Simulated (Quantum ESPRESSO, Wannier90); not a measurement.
InN (wurtzite), plane waves to Wannier functions

```
begin unit_cell_cart
ang
    3.5506199484    0.0000000000    0.0000000000
   -1.7753099742    3.0749270745    0.0000000000
    0.0000000000    0.0000000000    5.7325600000
end unit_cell_cart
begin atoms_frac
In  -0.3333333333  0.3333333333 -0.4995200000
In   0.3333333333 -0.3333333333  0.0004800000
N   -0.3333333333  0.3333333333 -0.1204800000
N    0.3333333333 -0.3333333333  0.3795200000
end atoms_frac
```

Structure: Materials Project mp-22205, symmetrised, not relaxed again. COD (Crystallography Open Database) has the formula in 2 space groups, this one among them (matched by group alone). Level: PBE, no spin polarisation, no spin-orbit coupling; pw.x of Quantum ESPRESSO at 68 Ry with PseudoDojo potentials, 12×12×6 k-points, Wannier90. Density: 12×12×6 mesh, Gaussian smearing 0.01 Ry. Spin-orbit coupling is left out although heavy elements are present.

A tight-binding model is made by disentanglement and projection with no localisation steps (num_iter = 0), so the 16 orbitals stay atom-like: hydrogen-like In: s;p; N: s;p, axes along x, y, z; frozen window up to 1.50 eV relative to the Fermi level. It follows pw.x to 0.3 meV rms for states up to 1.0 eV relative to the Fermi level. Matrix elements depend on this choice of orbitals and windows. Bands 3–12 (In 4d 89 %, N 2s 6 %) lie between the kept ones and are excluded.

Q: Which pairs of orbitals on different sites are coupled most strongly? Give distance, modulus and how many such pairs a cell has.

A: 
```
orbital  orbital  distance of the centres (Å)  modulus (eV)  pairs
-------  -------  ---------------------------  ------------  -----
In pz       N pz                         2.37          2.75      2
In py       N py                         2.37          2.36      2
In s        N pz                         2.19          2.23      2
In s        N py                         2.17          2.13      2
In pz        N s                         2.36          1.95      2
In py        N s                         2.36          1.88      2
In s        N px                         2.17          1.85      4
In px        N s                         2.28          1.63      4
In px       N px                         2.29          1.54      4
In py       N px                         2.13          1.42      4
In px       N py                         2.28          1.42      4
In s         N s                         2.16          1.24      8
In pz       N py                         2.12          1.15      2
In py       N pz                         2.36          1.10      2
In s        N py                         2.16          1.07      4
In pz       N px                         2.12          0.99      4
In px       N px                         2.07          0.97      2
In py       N py                         2.07          0.97      2
In px       N pz                         2.28          0.96      4
In px      In px                         3.55          0.95      2
In py        N s                         2.12          0.94      4
In px       N px                         2.04          0.93      2
In px      In py                         3.26          0.91      4
In py      In pz                         3.40          0.86      2
In px      In pz                         3.35          0.75      4
In s        N pz                         2.16          0.72      6
In py      In py                         3.55          0.62      4
In pz        N s                         2.11          0.62      6
In pz       N py                         2.11          0.57      4
In py       N pz                         2.12          0.55      4
```
